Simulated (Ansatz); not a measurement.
Here is the system:

PbS:
```
CELL_PARAMETERS angstrom
      0.00000     2.98411     2.98411
      2.98411     0.00000     2.98411
      2.98411     2.98411     0.00000
ATOMIC_POSITIONS crystal
  Pb 0.00000 0.00000 0.00000
  S  0.50000 0.50000 0.50000
```

This is the HSE06-relaxed structure.

Q: All from HSE06 in the plane-wave PAW code Ansatz, unless another level is named. Predict the gap with spin–orbit coupling.

A: 0.37 eV (at the special points and the edges found without it).

Q: And the band gap?

A: 0.87 eV (direct).

Q: Predict the valence-band maximum.

A: at L.

Space group Fm-3m (rock salt). Symmetry was held in the HSE06 relaxation. The hybrid was solved on a coarse mesh, the path and, where they were found, the r²SCAN edge points; its band edges are the extreme levels among these. Spin–orbit coupling is left out wherever it is not named.

Potentials: the earlier of the program's two PAW sets.
